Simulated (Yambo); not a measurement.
MgTe (zinc blende, space group F-43m, No. 216), G0W0@PBEsol in Yambo; all else as in the reference (4×4×4 Γ-centred k mesh, bands 5 to 124 and a 8 Ry block in the screening, 124 bands in G with the Bruneval-Gonze terminator, plasmon pole fitted at 27.2 eV). One parameter is varied: the cutoff of the exchange sum, over 5, 10, 20, 40, 84 Ry.

Task: From which value on does the gap Γ → Γ stay within 0.05 eV of the largest setting?

Result: From 40 Ry on.
| cutoff of the exchange sum (Ry) | G0W0 gap (eV) | valence shift (eV) |
|---|---|---|
| 5 | 4.50 | -0.82 |
| 10 | 4.24 | -1.22 |
| 20 | 4.06 | -1.35 |
| 40 | 3.99 | -1.38 |
| 84 | 3.98 | -1.39 |
The last step of the sweep still moves the gap by 12 meV; the other settings are held fixed.

The standard potential for Te keeps a d shell in the valence without the s and p states of that shell. In tests on such compounds this moved G0W0 gaps by up to about 0.9 eV, so absolute quasiparticle energies here are unreliable; differences between settings are what counts.

Spin-orbit coupling is not included.

Geometry relaxed with PBEsol; primitive cell a = 4.553 Å, b = 4.553 Å, c = 4.553 Å, α = 60.00°, β = 60.00°, γ = 60.00°.

This is not the ordinary phase of the substance; no match was found in the copy of COD used, and its stability was not checked.

A shift is the quasiparticle energy of the state minus its PBEsol energy.
